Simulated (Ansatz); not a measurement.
MoPt:
```yaml
crystal:
  lattice:
    - [2.78813, 0.00000, 0.00000]
    - [-1.39406, 2.41459, 0.00000]
    - [0.00000, 0.00000, 4.52333]
  atoms:
    - { symbol: Mo, position: [0.66667, 0.33333, 0.00000] }
    - { symbol: Pt, position: [0.33333, 0.66667, 0.50000] }
```

Relaxed with r²SCAN. Special points in fractions of this cell's reciprocal vectors: Γ (0.000, 0.000, 0.000); M (0.500, 0.000, 0.000); K (0.333, 0.333, 0.000); A (0.000, 0.000, 0.500); L (0.500, 0.000, 0.500); H (0.333, 0.333, 0.500).

List the band energies nearest the Fermi level at these points for the program Ansatz at the r²SCAN with spin–orbit coupling level (PAW).

In eV from the Fermi level; about four levels below and three above (degenerate sets whole), none deeper than 8.9 eV; points with the same levels are listed once.

```tsv
k	below	above
Γ	-0.82 -0.82 -0.64 -0.64	0.08 0.08 2.27 2.27
M	-1.65 -1.65 -0.46 -0.46	2.52 2.52 3.13 3.13
K	-2.12 -2.06 -0.90 -0.69	0.45 0.63 1.19
A	-2.56 -2.56 -2.31 -2.31	0.06 0.06 0.09 0.09
L	-1.01 -1.01 -0.50 -0.50	0.72 0.72 1.11 1.11
H	-1.42 -1.00 -0.75 -0.57	0.26 0.35 2.28
```

Space group P-6m2. The first step of the workflow began from a Materials Project structure, measured or hypothetical; the Crystallography Open Database copy checked does not list it. With Mo and Pt taken as one species the cell has the higher symmetry P6_3/mmc, so it may be an ordered model of a mixed-site phase. Its standing as an ambient phase is unchecked. The r²SCAN relaxation kept the symmetry of its start; whether a distortion lowers the energy is not shown. No spin polarisation was allowed.

Potentials: the later of the program's two PAW sets.
